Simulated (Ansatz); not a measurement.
BeS (rock salt, Fm-3m), a = b = c = 4.5899 Å, α = β = γ = 90.00°; the cell used has 2 atoms.

Relaxed with PBEsol. Independent-particle spectrum: no excitons, no local fields, no scissors shift; 0.1 eV broadening; ε₁ of the summed bands alone.

Problem. Tabulate the dielectric function from the program Ansatz at the PBEsol level (PAW).

Solution. 

| E (eV) | ε₁ xx | ε₂ xx |
|---|---|---|
| 0.0 | 10.07 | 0.00 |
| 0.4 | 10.12 | 0.00 |
| 0.8 | 10.27 | 0.00 |
| 1.2 | 10.52 | 0.00 |
| 1.6 | 10.91 | 0.00 |
| 2.0 | 11.47 | 0.00 |
| 2.4 | 12.27 | 0.00 |
| 2.8 | 13.41 | 0.00 |
| 3.2 | 15.14 | 0.00 |
| 3.6 | 18.02 | 0.00 |
| 4.0 | 23.87 | 0.00 |
| 4.4 | 44.81 | 8.55 |
| 4.8 | 17.29 | 64.02 |
| 5.2 | -10.01 | 27.75 |
| 5.6 | -8.50 | 17.97 |
| 6.0 | -6.71 | 13.34 |
| 6.4 | -7.19 | 10.21 |
| 6.8 | -5.25 | 7.23 |
| 7.2 | -2.81 | 5.57 |
| 7.6 | -0.33 | 8.07 |
| 8.0 | -3.28 | 8.29 |
| 8.4 | -4.00 | 6.77 |
| 8.8 | -4.28 | 6.11 |
| 9.2 | -4.24 | 5.14 |
| 9.6 | -4.14 | 4.24 |
| 10.0 | -3.83 | 3.52 |
| 10.4 | -3.51 | 2.99 |
| 10.8 | -3.27 | 2.58 |
| 11.2 | -2.96 | 2.22 |
| 11.6 | -2.73 | 1.90 |
| 12.0 | -2.46 | 1.63 |

Problem. From ε at 6.2 eV (xx: -6.64 + 12.69i), find n, k, the normal reflectivity and the absorption coefficient.

Solution. n = 1.96, k = 3.237, R = 59 %, α = 2kE/ħc = 2000000 cm⁻¹.

With all bands, ε∞ without local fields is 10.1. DFPT, with local fields, gives 9.20.

The start of the workflow was typed in or built on a structure type; neither database checked (COD, Materials Project) lists it. COD files the formula under space group No. 216, so this cell is another polymorph or a model. Whether it is the stable phase at ambient conditions was not checked. The PBEsol relaxation kept the symmetry of its start. At this level the phase is dynamically unstable (imaginary phonons).

Potentials: the later of the program's two PAW sets.
